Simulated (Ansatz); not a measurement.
Values for one crystal, relaxed and computed with the program Ansatz at the r²SCAN level (PAW); other levels are named.

* **Volume per atom**: 10.85 Å³
* **Band gap**: 0.23 eV (indirect)
* **Elastic constants (relaxed ions, GPa)**: C11 = 434, C12 = 43.2, C13 = 61.6, C33 = 393, C44 = 212
* **HSE06 gap on the r²SCAN cell**: 0.62 eV
* **Debye temperature from the elastic constants**: 1150 K
* **Valence-band maximum**: at Γ
* **Pressure derivative B′**: 3.9

**Question.** Pick the material that matches.
A) InP, P6_422 (In on 3c, P on 3d)
B) BP, P6_422 (B on 3c, P on 3d)
C) BN, zinc blende
D) GaP, zinc blende

**Answer.** B, BP, P6_422 (B on 3c, P on 3d)

The start of the workflow was typed in or built on a structure type; neither database checked (COD, Materials Project) lists it. It is not the phase usual at ambient conditions (space group No. 216). The r²SCAN relaxation kept the symmetry of its start; its stability against distortions is not shown here.

Potentials: the earlier of the program's two PAW sets.
